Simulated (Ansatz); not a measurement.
V₃Os in space group Fm-3m (No. 225; V on 8c, V on 4b, Os on 4a), a = b = c = 5.9618 Å, α = β = γ = 90.00°; the cell used has 4 atoms.

Relaxed with r²SCAN.

Problem. Which orbitals make up the states near the Fermi level in r²SCAN in the plane-wave PAW code Ansatz?

Solution. Within 0.5 eV of the Fermi level: V 3d 76 %, Os 5d 10 %, outside the projected shells 8 %. Projections are on Löwdin-orthogonalised atomic valence shells; empty p or d shells of many metals are not among them.

Problem. Tabulate the density of states.

Solution. States/eV per cell of 4 atoms, in 0.25 eV bins, energy from the Fermi level.

```tsv
E (eV)	total	V 3d	Os 5d	V 4s
-7.85	0.20	0.00	0.00	0.13
-7.60	0.25	0.00	0.00	0.16
-7.35	0.29	0.00	0.00	0.19
-7.10	0.35	0.01	0.00	0.21
-6.85	0.40	0.01	0.01	0.24
-6.60	0.46	0.02	0.01	0.27
-6.35	0.54	0.03	0.02	0.29
-6.10	0.65	0.05	0.03	0.32
-5.85	0.82	0.09	0.06	0.36
-5.60	1.16	0.16	0.11	0.42
-5.35	1.20	0.26	0.13	0.34
-5.10	1.41	0.48	0.27	0.22
-4.85	2.10	0.72	0.86	0.32
-4.60	3.97	1.36	1.76	0.69
-4.35	4.79	1.70	2.28	0.64
-4.10	5.20	1.76	2.71	0.56
-3.85	4.89	1.73	2.54	0.40
-3.60	3.12	1.16	1.58	0.22
-3.35	7.41	2.55	4.43	0.09
-3.10	6.57	2.02	4.37	0.04
-2.85	3.65	1.19	2.13	0.15
-2.60	2.15	1.01	0.71	0.29
-2.35	1.87	0.89	0.56	0.30
-2.10	1.33	0.66	0.36	0.24
-1.85	2.67	2.00	0.30	0.21
-1.60	3.16	2.49	0.26	0.17
-1.35	4.63	3.55	0.42	0.33
-1.10	7.51	6.35	0.40	0.37
-0.85	6.99	5.72	0.45	0.39
-0.60	6.10	5.00	0.38	0.33
-0.35	4.02	3.20	0.29	0.20
-0.10	2.19	1.56	0.24	0.14
0.15	1.56	1.12	0.18	0.09
0.40	2.08	1.54	0.28	0.06
0.65	1.98	1.46	0.23	0.05
0.90	3.66	2.92	0.53	0.04
1.15	4.54	3.78	0.63	0.05
1.40	6.17	4.92	1.10	0.04
1.65	6.73	5.20	1.39	0.04
1.90	7.61	5.65	1.81	0.07
2.15	4.48	3.84	0.57	0.03
2.40	5.67	5.19	0.42	0.03
```

The first step of the workflow began from a Materials Project structure, measured or hypothetical; the Crystallography Open Database copy checked does not list it. With V and Os taken as one species the cell has the higher symmetry Im-3m, so it may be an ordered model of a mixed-site phase. Whether it is the stable phase at ambient conditions was not checked. Symmetry was held in the r²SCAN relaxation; its stability against distortions is not shown here. The run is not spin-polarised. Scalar-relativistic: spin–orbit coupling is off unless named, which matters more the heavier the elements.

Potentials: the later of the program's two PAW sets.
